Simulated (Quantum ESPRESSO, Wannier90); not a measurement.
# Tight-binding from DFT: NbAs (I4₁md)

```xyz
4
Lattice="0.0000 -3.4665 0.0000 3.4665 0.0000 0.0000 -1.7333 1.7333 5.9050" Properties=species:S:1:pos:R:3 pbc="T T T"
Nb     1.7333    -1.7333    -0.0033
Nb    -1.7333     0.0000     2.9492
As     0.0000     0.0000    -0.9769
As     0.0000     1.7333     1.9756
```

Structure: Materials Project mp-2059, symmetrised, not relaxed again. COD (Crystallography Open Database) has an entry of this formula and space group (matched by these alone). Level: PBE, no spin polarisation, no spin-orbit coupling; pw.x of Quantum ESPRESSO at 68 Ry with PseudoDojo potentials, 6×6×6 k-points, Wannier90. Density: 10×10×10 mesh, cold smearing 0.01 Ry. Spin-orbit coupling, left out, would split the p-like bands by a few tenths of an eV.

Bands 19-20 form an isolated set from -13.12 to -10.66 eV relative to the Fermi level (on the path) and are turned into 2 Wannier functions by minimising the spread from the start: atomic waves As 4s.

### Question
Where do the functions sit, how wide are they and what are they made of?

### Answer
| functions | spread (Å²) | nearest atom, distance (Å) | second atom, distance (Å) | weight on atomic waves |
|---|---|---|---|---|
| 2 | 1.74 | As 0.00 | Nb 2.63 | As 4s 67 %, Nb 4d 16 %, Nb 5s 12 % |

Ω_I = 3.48 Å², Ω_total = 3.49 Å²; the interpolated bands follow pw.x to 1.2 meV rms on the path. Only this start was tried; a symmetric start can stop on a saddle, and mixtures of these functions could lower the total by at most Ω_total − Ω_I.
